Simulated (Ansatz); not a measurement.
C:
```cif
data_C2
_chemical_formula_sum 'C2'
_space_group_name_H-M_alt 'P 1'
_space_group_IT_number 1
_cell_length_a 2.51291
_cell_length_b 2.51291
_cell_length_c 2.51291
_cell_angle_alpha 60.000
_cell_angle_beta 60.000
_cell_angle_gamma 60.000
loop_
_space_group_symop_operation_xyz
  'x, y, z'
loop_
_atom_site_label
_atom_site_type_symbol
_atom_site_fract_x
_atom_site_fract_y
_atom_site_fract_z
_atom_site_occupancy
C1 C 0.50000 0.50000 0.50000 1
C2 C 0.75000 0.75000 0.75000 1
```

Relaxed with PBEsol.

Task: Which orbitals make up the states near the band edges in plane-wave PAW PBEsol (Ansatz code)?

Result: Top 1 eV of the valence band: C 2p 98 %. Bottom 1 eV of the conduction band: C 2p 51 %, C 2s 39 %, outside the projected shells 9 %. Projections are on Löwdin-orthogonalised atomic valence shells; empty p or d shells of many metals are not among them.

Task: Tabulate the density of states.

Result: States/eV per cell of 2 atoms, in 0.25 eV bins, energy from the valence-band maximum.

```
E (eV)  total  C 2p  C 2s
------  -----  ----  ----
-7.85    0.52  0.45  0.07
-7.60    0.53  0.46  0.07
-7.35    0.55  0.48  0.07
-7.10    0.59  0.52  0.06
-6.85    0.61  0.55  0.06
-6.60    0.69  0.63  0.06
-6.35    0.78  0.72  0.06
-6.10    0.77  0.72  0.05
-5.85    0.76  0.71  0.05
-5.60    0.75  0.70  0.05
-5.35    0.73  0.69  0.04
-5.10    0.72  0.68  0.04
-4.85    0.71  0.67  0.04
-4.60    0.70  0.67  0.03
-4.35    0.68  0.65  0.03
-4.10    0.67  0.64  0.03
-3.85    0.66  0.64  0.02
-3.60    0.65  0.63  0.02
-3.35    0.64  0.62  0.02
-3.10    0.63  0.61  0.02
-2.85    0.56  0.54  0.01
-2.60    0.43  0.42  0.01
-2.35    0.36  0.35  0.01
-2.10    0.31  0.30  0.01
-1.85    0.27  0.26  0.01
-1.60    0.23  0.22  0.01
-1.35    0.20  0.19  0.00
-1.10    0.16  0.16  0.00
-0.85    0.13  0.13  0.00
-0.60    0.10  0.10  0.00
-0.35    0.07  0.07  0.00
-0.10    0.02  0.02  0.00
0.15     0.00  0.00  0.00
0.40     0.00  0.00  0.00
0.65     0.00  0.00  0.00
0.90     0.00  0.00  0.00
1.15     0.00  0.00  0.00
1.40     0.00  0.00  0.00
1.65     0.00  0.00  0.00
1.90     0.00  0.00  0.00
2.15     0.00  0.00  0.00
2.40     0.00  0.00  0.00
2.65     0.00  0.00  0.00
2.90     0.00  0.00  0.00
3.15     0.00  0.00  0.00
3.40     0.00  0.00  0.00
3.65     0.00  0.00  0.00
3.90     0.00  0.00  0.00
4.15     0.03  0.02  0.01
4.40     0.11  0.05  0.04
4.65     0.17  0.09  0.07
4.90     0.24  0.12  0.09
5.15     0.30  0.16  0.10
5.40     0.35  0.20  0.11
5.65     0.43  0.26  0.12
5.90     0.47  0.30  0.12
6.15     0.51  0.32  0.12
6.40     0.54  0.35  0.12
6.65     0.57  0.38  0.12
6.90     0.61  0.41  0.12
7.15     0.66  0.45  0.12
7.40     0.72  0.50  0.12
7.65     0.80  0.57  0.12
7.90     0.98  0.71  0.13
8.15     1.12  0.83  0.13
8.40     0.86  0.63  0.11
8.65     0.81  0.59  0.12
8.90     0.91  0.63  0.17
```

Space group Fd-3m (diamond). Symmetry was held in the PBEsol relaxation.

Potentials: the later of the program's two PAW sets.
